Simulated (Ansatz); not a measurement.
NbAs₂:
```cif
data_As4Nb2
_chemical_formula_sum 'Nb2 As4'
_space_group_name_H-M_alt 'P 1'
_space_group_IT_number 1
_cell_length_a 4.98884
_cell_length_b 4.98884
_cell_length_c 7.84084
_cell_angle_alpha 62.469
_cell_angle_beta 117.531
_cell_angle_gamma 139.960
loop_
_space_group_symop_operation_xyz
  'x, y, z'
loop_
_atom_site_label
_atom_site_type_symbol
_atom_site_fract_x
_atom_site_fract_y
_atom_site_fract_z
_atom_site_occupancy
Nb1 Nb 0.15728 0.84272 0.19653 1
Nb2 Nb 0.84272 0.15728 0.80347 1
As1 As 0.85942 0.14058 0.47139 1
As2 As 0.14058 0.85942 0.52861 1
As3 As 0.59482 0.40518 0.89494 1
As4 As 0.40518 0.59482 0.10506 1
```

Relaxed with r²SCAN.

Which orbitals make up the states near the Fermi level in DFT-r²SCAN in the program Ansatz with PAW potentials?

Within 0.5 eV of the Fermi level: Nb 4d 58 %, As 4p 38 %. Projections are on Löwdin-orthogonalised atomic valence shells; empty p or d shells of many metals are not among them.

Tabulate the density of states.

States/eV per cell of 6 atoms, in 0.25 eV bins, energy from the Fermi level.

```
E (eV)  total  As 4p  Nb 4d  As 4s
------  -----  -----  -----  -----
-7.85    0.00   0.00   0.00   0.00
-7.60    0.00   0.00   0.00   0.00
-7.35    0.00   0.00   0.00   0.00
-7.10    0.00   0.00   0.00   0.00
-6.85    0.00   0.00   0.00   0.00
-6.60    0.00   0.00   0.00   0.00
-6.35    0.08   0.05   0.01   0.00
-6.10    0.80   0.56   0.14   0.01
-5.85    2.19   1.54   0.43   0.04
-5.60    3.78   2.69   0.78   0.09
-5.35    3.28   2.26   0.67   0.12
-5.10    2.63   1.80   0.54   0.12
-4.85    2.81   1.93   0.58   0.15
-4.60    2.71   1.84   0.56   0.16
-4.35    2.69   1.84   0.55   0.16
-4.10    2.35   1.58   0.52   0.13
-3.85    2.80   1.83   0.65   0.16
-3.60    3.58   2.25   0.95   0.19
-3.35    3.37   1.97   1.07   0.17
-3.10    3.78   2.25   1.19   0.18
-2.85    3.98   2.37   1.30   0.16
-2.60    4.78   2.70   1.73   0.15
-2.35    5.78   3.14   2.32   0.13
-2.10    6.21   3.30   2.60   0.12
-1.85    6.14   3.12   2.72   0.10
-1.60    6.64   3.39   2.93   0.09
-1.35    4.28   2.08   2.02   0.06
-1.10    5.00   2.39   2.41   0.06
-0.85    3.72   1.75   1.82   0.05
-0.60    2.75   1.30   1.33   0.04
-0.35    1.32   0.58   0.69   0.02
-0.10    0.57   0.22   0.34   0.01
0.15     0.34   0.10   0.22   0.02
0.40     0.98   0.28   0.65   0.04
0.65     1.75   0.40   1.22   0.07
0.90     3.49   0.67   2.53   0.17
1.15     3.25   0.84   2.09   0.17
1.40     3.45   1.05   2.02   0.23
1.65     3.49   1.02   1.98   0.32
1.90     3.67   1.03   2.07   0.38
2.15     4.79   1.13   2.89   0.54
2.40     4.55   1.07   2.77   0.50
2.65     3.30   0.88   1.93   0.33
2.90     3.58   1.07   2.05   0.27
3.15     5.08   1.39   3.10   0.32
3.40     4.74   1.58   2.65   0.27
3.65     4.15   1.73   1.93   0.21
3.90     3.96   1.76   1.75   0.18
4.15     2.54   1.24   1.01   0.10
4.40     3.64   1.91   1.36   0.09
4.65     4.77   2.42   1.86   0.10
```

Space group C2/m. The workflow started from a Materials Project entry (that database holds measured and hypothetical structures alike); the Crystallography Open Database files this formula in space group No. 12, but the cells were not matched. Its standing as an ambient phase is unchecked. The cell was relaxed with r²SCAN under the symmetry of its start; its stability against distortions is not shown here. The run is not spin-polarised. A small band overlap can be real or an error of a semilocal functional. Scalar-relativistic: spin–orbit coupling is off unless named, which matters more the heavier the elements.

Potentials: the later of the program's two PAW sets.
